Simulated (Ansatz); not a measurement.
A trial cell of AlCd2O, before relaxation:

```cif
data_structure
_symmetry_space_group_name_H-M 'Cmmm'
_symmetry_Int_Tables_number 65
_cell_length_a 4.7371
_cell_length_b 6.9071
_cell_length_c 4.5778
_cell_angle_alpha 90.000
_cell_angle_beta 90.000
_cell_angle_gamma 90.000
_cell_volume 149.78
loop_
_atom_site_label
_atom_site_type_symbol
_atom_site_symmetry_multiplicity
_atom_site_Wyckoff_symbol
_atom_site_fract_x
_atom_site_fract_y
_atom_site_fract_z
_atom_site_occupancy
Al1 Al 2 b 0.50000 0.00000 0.00000 1
Cd1 Cd 4 j 0.50000 0.80494 0.50000 1
O1 O 2 a 0.00000 0.00000 0.00000 1
```

Method: DFT PBE, scalar-relativistic, plane waves, PAW in Ansatz. Cutoff 420 eV, Gaussian smearing, Γ-centred meshes. Cell and atoms relax first on a coarse mesh and then on a finer one. In between, the cell is made exact in the group found at 0.06 Å. In metals the finer mesh still leaves noise of several meV/atom or more. The steps can't lower the symmetry of their start. No spin polarisation in the relaxation; trial moments died out in a coarse test.

A guess keeps its type if space group and coordination stay and the shape of the cell changes little (axis ratios within about 15 %, angles within 6°); the volume may change.

Question: Does it keep its structure type, or change into something else?

Answer: It doesn't keep its type. The symmetry stays Cmmm (No. 65). The volume per atom grows by 30.1 %, from 18.7 to 24.4 Å³. The shortest distance goes from 2.37 Å (Al–O) to 1.72 Å (Al–O). Counting neighbours within 15 % of an atom's shortest distance, the start has Al 6, Cd 5, O 2 and the end Al 2, Cd 5, O 2. In detail, at the end around Al lie 2 O at 1.72 Å, 4 Cd at 3.05 Å and 2 Al at 3.43 Å; Cd has 3 Cd at 2.89–2.95 Å, 2 Al at 3.05 Å, 2 Cd at 3.43 Å and 4 O at 3.50 Å; around O lie 2 Al at 1.72 Å, 2 O at 3.43 Å and 8 Cd at 3.50 Å.

```
Al Cd O
1.0
     1.71610   -5.28064    0.00000
     1.71610    5.28064    0.00000
     0.00000    0.00000    5.37505
Al Cd O
1 2 1
Cartesian
  1.7161 0.0000 0.0000
  1.7161 -1.4426 2.6875
  1.7161 1.4426 2.6875
  0.0000 0.0000 0.0000
```

The last run used a 14×14×10 mesh (in the run's order of axes) for its 4-atom cell and Gaussian smearing of 0.10 eV. An odd number of electrons in the primitive cell allows no gap without spin; a larger cell or a magnetic state could open one. A structure relaxed within its symmetry needn't be a true minimum.
